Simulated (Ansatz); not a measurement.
Here is the system:

Mg:
```
CELL_PARAMETERS angstrom
      0.00000     3.42719     3.42719
      3.42719     0.00000     3.42719
      3.42719     3.42719     0.00000
ATOMIC_POSITIONS crystal
  Mg 0.25000 0.25000 0.25000
  Mg 0.00000 0.00000 0.00000
```

This is the PBE-relaxed structure.

### Question
All from DFT-PBE in the program Ansatz with PAW potentials, unless another level is named. Estimate the highest zone-centre frequency.

### Answer
193 cm⁻¹.

### Question
What about the elastic constants (relaxed ions, GPa)?

### Answer
C11 = 4.3, C12 = 14.3, C44 = -11.6.

Space group Fd-3m (diamond). A made-up cell: these elements were put on the sites of a structure type; neither database checked (COD, Materials Project) lists it. It is not the phase usual at ambient conditions (space group No. 194). The PBE relaxation kept the symmetry of its start. At this level the phase is mechanically unstable. As this level gives no gap, shear constants depend on the k-mesh and smearing (Fermi–Dirac, 0.1 eV here). As this level gives no gap, phonon frequencies hold no LO–TO term and depend on the k-mesh and smearing (Fermi–Dirac, 0.1 eV here).

Potentials: the later of the program's two PAW sets.
